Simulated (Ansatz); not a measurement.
Al2Cu (Al2Cu type, space group I4/mcm)

```
Al2Cu
1.0
   -3.00102     3.00102     2.40723
    3.00102    -3.00102     2.40723
    3.00102     3.00102    -2.40723
Al Cu
4 2
Direct
  0.65893   0.15893   0.81786
  0.84107   0.65893   0.50000
  0.15893   0.34107   0.50000
  0.34107   0.84107   0.18214
  0.25000   0.25000   0.00000
  0.75000   0.75000   0.00000
```

The slice is a (100) plane (indices of the conventional cell) through the point (0.341, 0.841, 0.182) (fractional), spanned by u = [110] and v = [101] in vectors of this cell: u (4.81 Å) and v (6.00 Å, at 90° to u). It covers one period; positions are fractions (u, v).

The numbers are results of PBEsol (plane waves to 420 eV, PAW, scalar-relativistic; Ansatz, a quantum-chemistry and plane-wave program), not measurements. k mesh 12×12×12. Inside the PAW spheres the values are not all-electron values, and peaks at nuclei hang on which shells count as valence. Al2Cu is run without spin polarisation. Al2Cu was relaxed with its symmetry unable to fall. The PAW data are Ansatz's earlier set.

Task: Predict the map of the electrostatic potential energy of an electron, from the cell's mean on the slice.

Result: 
```
|xxxx *%@%%#%@%* xxx|
|xxxx-#%%***#%%#-xxx|
|xxx.*%%#+==+#%%*.xx|
|  -+#%#*=--=*#%#+- |
|**####*+=--=+*####*|
|%%%*++++====++++#%%|
|@%#+:.-=+**++-.:+#%|
|%#*=xx:+*##*+:xx=*#|
|**+=xx-*#%%#*-xx=+*|
|+++===+#%@@%#+===++|
|--=+**########**+==|
|:-+*###+=--=+###*+-|
|-=+#%#+.xxxx.+#%#+=|
|++#%%*.xxxxxx.*%%#+|
|##%%%+xxxxxxxx+%%%#|
|%@@@%=xxxxxxxx=%@@@|
|@@@@%=xxxxxxxx=%@@@|
|@@@@%+xxxxxxxx+%@@@|
|**#%%#-xxxxxx-#%%#*|
|  -*%%*-xxxx-*%%*- |
|xxx.*%%#+==+#%%*.xx|
|xxxx-#@@%%%%@@#-xxx|
|xxxx #@@@@@@@@# xxx|
|xxxx *@@@@@@@@* xxx|
```
Scale: ten equal steps from -1.00 (start of ' ') to 7.73 (end of '@'), in the order ' .:-=+*#%@'. Values: electrostatic potential energy of an electron, from the cell's mean, in eV. The map has 19 points along u (one character each, u = 0 at the left) and 24 along v (v = 0 in the bottom row). Points within 1 Å of a nucleus are blanked (x), as the pseudised field means little there. Values under -1 eV are set to -1. The zero, the cell's mean, hangs on the PAW cores.
